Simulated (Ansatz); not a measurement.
# Find the missing element

Cell vectors (Å):

```
0.0000 3.3022 3.3022
3.3022 0.0000 3.3022
3.3022 3.3022 0.0000
```

| atom | a | b | c |
| --- | --- | --- | --- |
| K | 0.0000 | 0.0000 | 0.0000 |
| X | 0.5000 | 0.5000 | 0.5000 |

The calculation used r²SCAN, PAW on Ansatz 0.2.0's default frozen-core files (fitted under PBE), scalar-relativistic. k mesh 6×6×6, strains of ±0.003, fixed occupations.

Elastic constants of a crystal by Kohn-Sham DFT: slopes of the stress over finite engineering strains of the given cell, Voigt indices, Cartesian axes as in the cell vectors.

```
index  elastic (GPa)
   11             39
   12            4.6
   44            5.3
```

**Question.** All X atoms are one element. Which one was computed?

**Answer.** Br; the crystal is KBr (Fm-3m, a database entry that needn't be its stable phase).

Keep in mind: frozen-core PAW files fitted under PBE, their cores solved anew for the functional of the run.
